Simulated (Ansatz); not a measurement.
**Run record: Ni**

System: Ni, a measured crystal structure (space group Fm-3m); the cell holds 1 atom. Source: COD entry 9012994, which need not be the ambient phase.

The calculation used Ansatz, DFT, PBE+U, PAW, plane waves, scalar-relativistic.

The input:

```yaml
crystal:
  lattice:
    - [0.0, 1.76855, 1.76855]
    - [1.76855, 0.0, 1.76855]
    - [1.76855, 1.76855, 0.0]
  atoms:
    - { symbol: Ni, position: [0.0, 0.0, 0.0], spin: 2.0 }
magnetization:
  spin_polarized: true
hamiltonian:
  xc: pbe
  pseudopotentials: { kind: paw }
  hubbard: { sites: [{ species: Ni, l: d, u_eff: 4.8 }] }
basis:
  ecutwfc: 420
kpoints:
  mp_grid: { grid: [13, 13, 13] }
scf:
  occupations: { method: fermi_dirac, width: 0.1 }
  lower_state_search: "off"
  algorithm: density_mixing
  max_iter: 70
  mixing: { algorithm: anderson, ndim: 8, beta: 0.02, preconditioner: none }
output:
  forces: true
  stress: true
```

Command:
```sh
ansatz run input.yaml --threads 2 --pin off --max-ram 5120MiB --backend cpu --events-out ev --progress --plain --runs-dir out
```

Output (shortened):

```
Ni: projections on atomic orbitals take those of the free atom [Ne] 3s2 3p6 3d8 4s2, of charge +0.00 (hamiltonian.pseudopotentials.projection_atoms); the dataset's partial waves leave at most 1.6e-6 of an orbital's norm unspanned inside its sphere
Pseudopotentials: kind: paw
Pseudopotential: Ni, paw, valence charge 18, recommended cutoff 420 eV (normal), Ni.paw.azcp
Functional definition: PBE
Crystal: 1 atoms, lattice volume = 11.063 Å³
Basis set: ecut = 420 eV, 181 PW (Γ), exchange–correlation on 36×36×36 points (8 copies of the dense FFT grid, shifted against one another)
Bands: 14, of which v1, the nominal top of the filled ones, is band 9 counted from 1 (8 counted from 0)
Symmetry: 48 space group operations
Space group: Fm-3m (ITA 225), of the structure as read, at distance tolerance 2.2e-5 Å
Magnetic group: BNS 225.116 (UNI 1618), of the structure as read, at distance tolerance 2.2e-5 Å
k-points: 84 of 2197
Non-local potential: Ni, projectors of the file, l = 0: 3, l = 1: 2, l = 2: 3, l = 3: 1
Initial density: superposition of atomic densities (chi_scale 0.1, normalization cell)
Starting moments: Σ|m| = 2 μB on 1 of 1 site
Initial wavefunctions: pseudopotential atomic-orbital guess
Functional: x = pbe(κ = 0.804, μ = 0.2195149727645171), c = pbe(β = 0.06672455060314922)
iter 1 solved again at ethr=1.07e-3 eV; its pass at ethr=3.10e-3 eV (dr2=1.93e-1 eV) is discarded
SCF iter   1: F=—  HF=-5836.762708 eV  |F-HF|=—  |Δ(HF+E_count)|=         —  Δρ=1.37e-1 (↑8.62e-2 ↓1.37e-1)  dr2=1.89e-1  dr2_m=1.25e0  M=0.951 μB ∫|m|=1.120 μB  β_m=0.04  ethr=1.07e-3  ⟨swp⟩=1.0  Hψ=15936  notcnv=0
Mixer restart at iter 1: flushing history
spin-set hold released at iteration 1 (the charge has settled, or the pull on large starting moments outlasts its swing): the magnetisation degrees of freedom join the quasi-Newton model from the next iteration; the mixer history was flushed
SCF iter   2: F=—  HF=-5836.786409 eV  |F-HF|=—  |Δ(HF+E_count)|=   2.37e-2  Δρ=1.32e-1 (↑8.37e-2 ↓1.32e-1)  dr2=1.68e-1  dr2_m=1.16e0  M=0.948 μB ∫|m|=1.119 μB  β_m=0.08  ethr=1.05e-3  ⟨swp⟩=1.0  Hψ=2352  notcnv=0  κ⁻¹=1.0e0(r=1)
SCF iter   3: F=—  HF=-5837.191240 eV  |F-HF|=—  |Δ(HF+E_count)|=   4.05e-1  Δρ=2.09e-2 (↑2.09e-2 ↓1.52e-2)  dr2=4.65e-2  dr2_m=7.02e-3  M=0.877 μB ∫|m|=1.104 μB  β_m=0.08  ethr=9.31e-4  ⟨swp⟩=2.6  Hψ=4681  notcnv=0  κ⁻¹=2.6e-7(r=2)
SCF iter   4: F=—  HF=-5837.278034 eV  |F-HF|=—  |Δ(HF+E_count)|=   8.68e-2  Δρ=1.03e-2 (↑7.87e-3 ↓1.03e-2)  dr2=3.35e-3  dr2_m=2.60e-3  M=0.803 μB ∫|m|=1.039 μB  β_m=0.07  ethr=2.58e-4  ⟨swp⟩=2.0  Hψ=4182  notcnv=0  defer=26  κ⁻¹=1.2e-7(r=3)
SCF iter   5: F=—  HF=-5837.295082 eV  |F-HF|=—  |Δ(HF+E_count)|=   1.70e-2  Δρ=1.11e-2 (↑1.11e-2 ↓9.74e-3)  dr2=6.51e-3  dr2_m=4.58e-3  M=0.785 μB ∫|m|=1.025 μB  β_m=0.08  ethr=1.86e-5  ⟨swp⟩=1.0  Hψ=2510  notcnv=0  defer=26  κ⁻¹=2.2e-8(r=4)
[... 21 iterations left out ...]
SCF iter  27: F=—  HF=-5837.537039 eV  |F-HF|=—  |Δ(HF+E_count)|=   1.66e-7  Δρ=2.09e-5 (↑1.71e-5 ↓2.09e-5)  dr2=1.23e-8  dr2_m=3.25e-8  M=0.674 μB ∫|m|=0.826 μB  β_m=0.08  ethr=7.69e-11  ⟨swp⟩=3.0  Hψ=5932  notcnv=0  κ⁻¹=2.9e-4(r=7)
SCF iter  28: F=—  HF=-5837.537040 eV  |F-HF|=—  |Δ(HF+E_count)|=   9.34e-7  Δρ=1.44e-5 (↑1.03e-5 ↓1.44e-5)  dr2=2.52e-9  dr2_m=1.41e-8  M=0.674 μB ∫|m|=0.826 μB  β_m=0.08  ethr=6.83e-11  ⟨swp⟩=3.9  Hψ=6850  notcnv=0  κ⁻¹=1.3e-5(r=7)
SCF iter  29: F=—  HF=-5837.537040 eV  |F-HF|=—  |Δ(HF+E_count)|=   2.09e-7  Δρ=1.49e-5 (↑1.02e-5 ↓1.49e-5)  dr2=2.41e-9  dr2_m=1.41e-8  M=0.674 μB ∫|m|=0.826 μB  β_m=0.08  ethr=1.40e-11  ⟨swp⟩=3.0  Hψ=6134  notcnv=0  κ⁻¹=1.2e-5(r=7)
SCF iter  30: F=—  HF=-5837.537040 eV  |F-HF|=—  |Δ(HF+E_count)|=   2.43e-7  Δρ=1.27e-5 (↑9.26e-6 ↓1.27e-5)  dr2=3.58e-9  dr2_m=8.95e-9  M=0.674 μB ∫|m|=0.826 μB  β_m=0.08  ethr=1.34e-11  ⟨swp⟩=3.3  Hψ=6208  notcnv=0  κ⁻¹=6.4e-7(r=7)
SCF iter  31: F=—  HF=-5837.537040 eV  |F-HF|=—  |Δ(HF+E_count)|=   4.75e-8  Δρ=7.87e-6 (↑7.87e-6 ↓7.15e-6)  dr2=1.24e-9  dr2_m=5.25e-9  M=0.674 μB ∫|m|=0.826 μB  β_m=0.08  ethr=1.34e-11  ⟨swp⟩=3.8  Hψ=6438  notcnv=0  κ⁻¹=9.0e-5(r=7)
SCF iter  32: F=—  HF=-5837.537040 eV  |F-HF|=—  |Δ(HF+E_count)|=   6.23e-9  Δρ=8.27e-6 (↑8.27e-6 ↓7.77e-6)  dr2=1.09e-9  dr2_m=6.09e-9  M=0.674 μB ∫|m|=0.826 μB  β_m=0.08  ethr=6.91e-12  ⟨swp⟩=2.1  Hψ=4574  notcnv=0  κ⁻¹=9.3e-5(r=7)
SCF iter  33: F=-5837.537040 eV  HF=-5837.537040 eV  |F-HF|=1.74e-8  |Δ(HF+E_count)|=   6.21e-8  Δρ=6.53e-6 (↑6.53e-6 ↓5.80e-6)  dr2=2.10e-9  dr2_m=3.14e-9  M=0.674 μB ∫|m|=0.826 μB  ethr=6.06e-12  ⟨swp⟩=3.0  Hψ=6129  notcnv=0
the last iteration of the SCF fills more bands at one k-point than at another: 9 at σ=↑ k=12 and 10 at σ=↑ k=0; 7 at σ=↓ k=43 and 10 at σ=↓ k=0 (a band counts as filled where it holds over half of its capacity, the bands of one level by their mean; [...]
SCF 1 converged in 33 iterations: F = -5837.537040 eV  dr2 = 2.10e-9
  greatest PAW one-centre occupation: 1.002 electrons in one spin orbital (limit 2), on the Ni atom at site 0 (counted from 0), in its partial waves of l = 1
this state was not tested for a lower state beside it, because the mixer in use, unlike msr1, does not test its closes by its own steps (another_mixer; see scf.mixing.algorithm and scf.lower_state_search)
SCF converged after 33 iterations
Magnetization: 0.6743 μB (9.3371 up, 8.6629 down)
Absolute magnetization: 0.8273 μB (∫|ρ↑−ρ↓|, with the PAW one-centre terms)
Spin contamination: 0.0252 ħ² per cell (⟨S²⟩ above its minimum at these occupations)
Per-site moments (μB) at R_I (Å): [(0.7347, 1.0317)]
Free energy (F): -5837.537040 eV
Harris-Foulkes:  -5837.537040 eV  (|F-HF|=1.74e-8)
Internal energy: -5837.497168 eV  (E = F + TS)
E sigma→0 (E₀):  -5837.517104 eV
Entropy (-TS):   -0.039872 eV (-39.872 meV/atom)
Fermi energy:    17.204880 eV
--- Per-component energies (eV) ---
  E_band       = -297.091113
  E_kinetic    = 283.991632
  E_local      = -3482.695056  (includes V_loc(G=0)·N_el)
  E_nonlocal   = 642.169962
  E_hartree    = 1459.927785
  E_xc         = -84.266857
  E_vxc        = -108.626077  (∫ρ·V_xc dr)
  E_hubbard    = 2.061816  (on-site DFT+U / exact-exchange correction)
  E_vhub       = -17.261840  (the Hubbard potential's part of the band-sum identity)
  E_paw        = -1634.937840  (= ΣΔE_a)
  E_vpaw       = -534.528949  (= ΣTr[D̂ρ^β])
  E_aug_tail   = 0.000486  (compensation charges beyond the density's cutoff)
  E_ewald      = -3023.749096
  E_smearing   = -0.039872  (= −TS)
  E_closure    = -0.000000  (closes the sum)
  Σ components = -5837.537040   (vs F -5837.537040, Δ=0.00e0)
--- Forces (eV/Å), atoms counted from 1 ---
  atom   1  Ni    -0.00000000     0.00000000    -0.00000000
  max |Σ_I F_I| component: 1.26e-29 eV/Å
--- Stress (GPa, compression-positive) ---
       -0.781542      -0.000000       0.000000
        0.000000      -0.781542      -0.000000
        0.000000      -0.000000      -0.781542
  P = ⅓ Tr σ = -0.7815 GPa (-7.815 kbar)
```

A static U favours moments and orbital order; the result depends on U and need not be the measured state. With one magnetic atom in the cell its copies can only be parallel; orders in a larger cell may lie lower. Only one magnetic start was run, with no search, so the state need not be the lowest. The U is a test value, not one fitted to this metal, and a U on a metal's d shells tends to overstate moments.

The run took 11 s on 2 threads of AMD EPYC 7571, with other jobs on the host, peak memory 0.34 GiB.
